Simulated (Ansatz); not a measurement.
**Structure relaxation, Ni**

The start is a relaxed Ni cell, doubled along one cell vector, shaken by Gaussian noise of σ = 0.08 Å a coordinate. The cell and all atomic positions are relaxed at zero pressure with PBE (plane waves to 420 eV, PAW, scalar-relativistic; Ansatz, a program for electronic structure). The first steps use a coarse 8×16×16 k-mesh.

The start:
```
Ni
1.0
    0.00000     3.51875     3.51875
    1.75937     0.00000     1.75937
    1.75937     1.75937     0.00000
Ni
2
Cartesian
  1.76183   1.83678   1.68924
  1.67960   3.45949   3.61333
```
Spin-polarised start, with parallel moments on Ni.

What is the largest force in the starting geometry, and on which atom (counted from 1)?

0.84 eV/Å, on Ni1, Ni2 (atoms numbered as listed).

How much energy is released per atom?

0.04 eV/atom.

Is the parent structure recovered?

The parent structure is recovered, Fm-3m (No. 225).

What magnetic moments remain?

Net 0.63 μB/atom, ferromagnetic.

The end point of the relaxation:

Space group Fm-3m (No. 225); a = b = c = 3.519 Å, α = β = γ = 90.00°

```tsv
atom	site	symmetry	x	y	z
Ni	4a	m-3m	0.0000	0.0000	0.0000
```
(The calculation used a cell of 1 atom; values per cell refer to that cell.)

Final values are on a 23×23×23 k-mesh of the relaxed cell. Spin state reached: ferromagnetic (net 0.63 μB/atom), from parallel starting moments; other spin orders were not run from this start.

The run could not lose the symmetry of its start.
